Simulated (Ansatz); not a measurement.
## Deforming LaAs

```
CELL_PARAMETERS angstrom
0.00000 3.06250 3.06250
3.06250 0.00000 3.06250
3.06250 3.06250 0.00000
ATOMIC_POSITIONS crystal
La 0.00000 0.00000 0.00000
As 0.50000 0.50000 0.50000
```

Atom numbers follow the list: La1, As2.

The cell is COD entry 9008656, as deposited and not checked against the literature; nothing was relaxed.

Spin–orbit coupling is left out, though it moves levels of the heavy atoms by tenths of an eV or more.

These are results of DFT, PBEsol, all-electron PAW with datasets made for the crystal, scalar-relativistic in Ansatz 0.2.0, not measurements.

Sampling and basis: a Γ-centred 12×12×12 k mesh, Fermi–Dirac smearing of 0.05 eV, cutoff 300 eV (chosen by the program for this cell), no spin polarisation.

The unchanged cell is at -0.49 GPa.

In a metal, stresses and small energies carry noise from the k mesh.

x, y and z are the Cartesian axes of the cell as listed; fractional coordinates follow a strain, and an engineering shear is twice the off-diagonal strain component.

Question: One change gave: energy change under 1 meV/atom; stress change (xx, yy, zz, yz, xz, xy) 0.00, 0.00, 0.00, 0.28, 0.28, 0.28 GPa, compression positive. Which change was it?
A. equal xy, yz and zx engineering shear strains of +1 %
B. equal xy, yz and zx engineering shear strains of +2 %
C. equal xy, yz and zx engineering shear strains of -2 %
D. equal xy, yz and zx engineering shear strains of -1 %

Answer: D. For equal xy, yz and zx engineering shear strains of -2 %: energy change +3 meV/atom; stress change (xx, yy, zz, yz, xz, xy) -0.01, -0.01, -0.01, 0.55, 0.55, 0.55 GPa, compression positive. For equal xy, yz and zx engineering shear strains of +1 %: energy change under 1 meV/atom; stress change (xx, yy, zz, yz, xz, xy) 0.00, 0.00, 0.00, -0.29, -0.29, -0.29 GPa, compression positive. For equal xy, yz and zx engineering shear strains of +2 %: energy change +3 meV/atom; stress change (xx, yy, zz, yz, xz, xy) -0.01, -0.01, -0.01, -0.60, -0.60, -0.60 GPa, compression positive.
